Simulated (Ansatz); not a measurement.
## CsH: energy along a strain

CsH, Fm-3m, a = 6.376 Å (as given, not relaxed at this level: -1.3 GPa). Ansatz: LDA, PAW, 420 eV, Γ-centred 8×8×8 mesh on 2 atoms, Gaussian smearing 0.05 eV; no spin polarisation. Cell vectors (Å): 0.000 3.188 3.188; 3.188 0.000 3.188; 3.188 3.188 0.000. The cell is strained by x per cent times the pattern (0 0 0 0 0 1) in the order xx yy zz yz xz xy (engineering shears), with fractional coordinates held. y is the free energy over the start, V0 = 32.401 Å³/atom. Symmetry makes y even in x. Points with a strain past 8.5 % were computed too (4) and aren't used here.

```
x (%) y (meV/atom)
-7.50          2.77
 0.00          0.00
 1.87          0.17
 3.75          0.69
 5.62             ?
```

**Question.** Fit y = c2 x² + c4 x⁴ to the other rows, get the stiffness along the pattern, and predict the missing energy.

**Answer.** Least squares on the rows shown. y = 0.04897 x² + 4.904×10⁻⁶ x⁴. The clamped-ion stiffness p·C·p = 2 × 0.4897 eV × 160.2 / 32.401 Å³ = 4.8 GPa, which is C66 in these axes (C44 of the cubic crystal) (second derivative at the start, which stands under stress). At x = 5.62 the fit asked for gives 1.55 meV/atom. The run gave 1.55 meV/atom, the same to the digits shown.